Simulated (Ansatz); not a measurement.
PbS:
```
PbS
1.0
    4.12313     0.00000     0.00000
   -2.06157     3.57074     0.00000
    0.00000     0.00000     7.33320
Pb S
2 2
Cartesian
  0.00000   0.00000   0.00000
  0.00000   0.00000   3.66660
  0.00000   2.38049   1.83330
  2.06157   1.19025   5.49990
```

Relaxed with r²SCAN. Special points in fractions of this cell's reciprocal vectors: Γ (0.000, 0.000, 0.000); M (0.500, 0.000, 0.000); K (0.333, 0.333, 0.000); A (0.000, 0.000, 0.500); L (0.500, 0.000, 0.500); H (0.333, 0.333, 0.500).

**Question.** List the band energies nearest the Fermi level at these points for DFT-r²SCAN with spin–orbit coupling in the program Ansatz with PAW potentials.

**Answer.** In eV from the Fermi level; about four levels below and three above (degenerate sets whole), none deeper than 8.9 eV; points with the same levels are listed once.

```tsv
k	below	above
Γ	-1.94 -1.94 -0.01 -0.01	0.09 0.09 2.37 2.37
M	-1.97 -1.97 -1.14 -1.14	0.04 0.04 1.71 1.71
K	-3.75 -3.75 -0.22 -0.22	2.15 2.15 2.23 2.23
A	-1.76 -1.76 -1.76 -1.76	1.90 1.90 1.90 1.90
L	-2.88 -2.88 -2.88 -2.88	2.06 2.06 2.06 2.06
H	-2.36 -2.36 -0.02 -0.02	1.05 1.05 3.34 3.34
```

Space group P6_3/mmc (NiAs type). The start of the workflow was typed in or built on a structure type; neither database checked (COD, Materials Project) lists it. It is not the phase usual at ambient conditions (space group No. 225). Symmetry was held in the r²SCAN relaxation; whether a distortion lowers the energy is not shown.

Potentials: the later of the program's two PAW sets.
